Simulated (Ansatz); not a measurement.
Na2Au in space group I4/mcm (No. 140; Au on 4a, Na on 8h) at seven volumes, plane-wave PAW r²SCAN (Ansatz code), shape and atoms relaxed at each. One row is withheld.

```tsv
V (Å³/atom)	P (GPa)
22.643	3.01
23.389	1.85
24.135	0.85
24.882	0.00
25.628	?
26.375	-1.35
27.121	-1.88
```

### Question
Fit the shown pressures and predict the withheld one.

### Answer
Third-order Birch–Murnaghan: P = (3/2)B₀(x^(7/2) − x^(5/2))[1 + (3/4)(B′ − 4)(x − 1)] with x = (V₀/V)^(2/3). Least squares on the six rows gives V₀ = 24.883 Å³/atom, B₀ = 26.17 GPa, B′ = 4.21. At V = 25.628, x = 0.9805 and P = -0.73 GPa. The run itself gave -0.73 GPa.

The workflow started from an entry of the Crystallography Open Database (COD). Whether it is the stable phase at ambient conditions was not checked. Symmetry was held in the r²SCAN relaxation; its stability against distortions is not shown here. Scalar-relativistic: spin–orbit coupling is off unless named, which matters more the heavier the elements.

Potentials: the later of the program's two PAW sets.
